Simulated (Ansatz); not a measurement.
SiO2 in space group Imma (No. 74; Si on 8h, O on 4e, O on 8g, O on 4a), the program Ansatz at the r²SCAN level (PAW). The conduction-band minimum lies at Γ, with 1 equivalent valley. Second derivatives d²E/dk² of the lowest band at one valley (eV·Å²), along Cartesian directions:

| direction | d²E/dk² |
|---|---|
| [100] | 12.67 |
| [010] | 11.91 |
| [001] | 11.86 |
| [110] | 12.29 |
| [101] | 12.27 |
| [011] | 11.89 |

Find the principal effective masses, the density-of-states mass and the conductivity mass.

Off-diagonal terms follow from H_xy = H[110] − (H_xx + H_yy)/2, and m*/mₑ = 7.620 eV·Å² over each eigenvalue: 0.60, 0.64, 0.64. One valley's DOS mass (m₁m₂m₃)^(1/3) = 0.63, conductivity mass 3/(Σ 1/mᵢ) = 0.63 mₑ.

What effective density of states Nc follows at 300 K for parabolic valleys?

Nc = 2.509e19 × 1 × (0.63)^(3/2) ≈ 1.3e19 cm⁻³.

The first step of the workflow began from a Materials Project structure, measured or hypothetical; the Crystallography Open Database copy checked does not list it. It is not the phase usual at ambient conditions (space group No. 92, 152, 154). The cell was relaxed with r²SCAN under the symmetry of its start. At this level the phase is dynamically unstable (imaginary phonons).

Potentials: the earlier of the program's two PAW sets.

Edges and masses are those of Kohn–Sham bands, whose gap is no quasiparticle gap.
